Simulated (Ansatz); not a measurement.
A geometry of CdAu away from equilibrium: the start of the relaxation of a randomly generated symmetric cell of CdAu (space group No. 39). Level of theory: PBE (plane waves to 420 eV, PAW, scalar-relativistic; Ansatz, an electronic-structure program). Γ-centred k-mesh 8×8×8 on the run's cell (coarser than for final values), Fermi–Dirac smearing 0.05 eV.

```xyz
4
Lattice="4.0929 0.0000 0.0000 0.0000 2.1467 4.9246 0.0000 -2.1467 4.9246" Properties=species:S:1:pos:R:3 pbc="T T T"
Au     3.8222     1.0734     2.6531
Au     0.2706    -1.0734     2.6531
Cd     1.7949    -1.0734     4.9118
Cd     2.2979     1.0734     4.9118
```

Give the Cartesian forces on all atoms (eV/Å).


```json
[
 {"atom": "Au1", "Fx": "-3.96", "Fy": "0.00", "Fz": "-0.69"},
 {"atom": "Au2", "Fx": "3.96", "Fy": "0.00", "Fz": "-0.69"},
 {"atom": "Cd3", "Fx": "-3.17", "Fy": "0.00", "Fz": "0.69"},
 {"atom": "Cd4", "Fx": "3.17", "Fy": "0.00", "Fz": "0.69"}
]
```

What is the pressure?

+45.6 GPa, compression positive.

How much energy per atom can still be gained by relaxing?

1.72 eV/atom; the path ends in I4mm (No. 107).

No spin polarisation in the result.

The run could not lose the symmetry of its start, so the end can be a saddle point.

The end of the path is a generated cell of CdAu: the first start was made by a random draw of sites in a space group, and the end was not matched to a known phase here, so it may be hypothetical.
